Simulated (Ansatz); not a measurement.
CsGeF3, cubic perovskite, relaxed with r2SCAN, was run in Ansatz under altered settings. All numbers are computed, without spin polarisation but where a row says otherwise.

```
Cs Ge F
1.0
     4.49652    0.00000    0.00000
     0.00000    4.49652    0.00000
     0.00000    0.00000    4.49652
Cs Ge F
1 1 3
Direct
  0.00000 0.00000 0.00000
  0.50000 0.50000 0.50000
  0.50000 0.50000 0.00000
  0.50000 0.00000 0.50000
  0.00000 0.50000 0.50000
```

The base run's other keys:
```yaml
kpoints:
  mp_grid: { grid: [4, 4, 4] }
hamiltonian:
  xc: hse06
scf:
  occupations: { method: fixed }
  n_extra_bands: 5
```

It takes 13 iterations with 1791 plane waves at 420 eV and 10 k points, and leaves a mean stress of +1.17 GPa. The gap over this mesh is 2.791 eV. It ran on 4 threads of Arm Neoverse N1 (shared host).

Outcomes, with energy and stress as changes against the base:
```csv
setting,outcome,ΔF (meV/atom),Δ mean stress (GPa),gap on the mesh (eV),iterations,wall time
"PBE hybrid, exx coeff 0.4, omega 0.1 1/Å",converged,–,-0.7,3.920,17,32 s
"PBE hybrid, exx coeff 0.15, unscreened",converged,–,+0.4,2.817,12,27 s
"scf.exx.q_mesh: [3, 3, 3]",refused,–,–,–,–,1.2 s
scf.occupations: fermi_dirac 0.5,converged,-2.4,-0.1,2.779,17,31 s
```
A dash marks a value that wasn't obtained or can't be compared. Stress is positive in compression. The base took 28 s.

- PBE hybrid, exx coeff 0.4, omega 0.1 1/Å. That is 40 % exact exchange, screened with ω = 0.1 1/Å, against HSE06's 25 % screened at 0.208 1/Å. The mean stress moves by -0.7 GPa and the gap on the mesh by +1.129 eV (to 3.920). Totals of different functionals aren't comparable. The program warns that on this mesh the truncation of the exchange isn't bounded, so part of the change can be an error of the mesh.
- PBE hybrid, exx coeff 0.15, unscreened. That is 15 % exact exchange, at all ranges, against HSE06's 25 % screened at 0.208 1/Å. The mean stress moves by +0.4 GPa and the gap on the mesh by +0.026 eV (to 2.817). Totals of different functionals aren't comparable.
- scf.exx.q_mesh: [3, 3, 3]. The program doesn't start. Error: invalid value for `scf.exx.q_mesh`: must divide elementwise kpoints.mp_grid.grid
- scf.occupations: fermi_dirac 0.5. The free energy moves by -2.4 meV an atom, the mean stress by -0.1 GPa and the gap on the mesh by -0.013 eV (to 2.779). The term −TS is -12.9 meV an atom. The width begins to be felt.

The runs are scalar-relativistic, without spin-orbit coupling.

The program warns that its thresholds are loose for a hybrid's stress.

The meshes of the hybrids are coarse, so their gaps aren't converged to the digits shown.
